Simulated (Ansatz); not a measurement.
VCu3S4:
```
CELL_PARAMETERS angstrom
      5.24311     0.00000     0.00000
      0.00000     5.24311     0.00000
      0.00000     0.00000     5.24311
ATOMIC_POSITIONS crystal
  V  0.00000 0.00000 0.00000
  Cu 0.00000 0.50000 0.00000
  Cu 0.50000 0.00000 0.00000
  Cu 0.00000 0.00000 0.50000
  S  0.75901 0.24099 0.75901
  S  0.24099 0.24099 0.24099
  S  0.24099 0.75901 0.75901
  S  0.75901 0.75901 0.24099
```

Cartesian axes are those of the cell as given.

**Question.** Give the high-frequency dielectric tensor and the Born effective charge tensors of the independent atoms from DFPT, DFT-LDA in the program Ansatz with PAW potentials.

**Answer.** 
ε∞:
```
7.83  0.00  0.00
0.00  7.83  0.00
0.00  0.00  7.83
```
Z* of atom 1 (V), rows: field, columns: displacement, in e:
```
1.18  0.00  0.00
0.00  1.18  0.00
0.00  0.00  1.18
```
Z* of atom 2 (Cu), rows: field, columns: displacement, in e:
```
 0.24   0.00   0.00
 0.00  -0.13   0.00
 0.00   0.00   0.24
```
Z* of atom 5 (S), rows: field, columns: displacement, in e:
```
-0.38   0.65  -0.65
 0.65  -0.38   0.65
-0.65   0.65  -0.38
```

Space group P-43m. The workflow started from a Materials Project entry (that database holds measured and hypothetical structures alike); the Crystallography Open Database files this formula in space group No. 215, but the cells were not matched. Whether it is the stable phase at ambient conditions was not checked. The cell was relaxed with LDA under the symmetry of its start; whether a distortion lowers the energy is not shown. The run is not spin-polarised.

Potentials: the later of the program's two PAW sets.
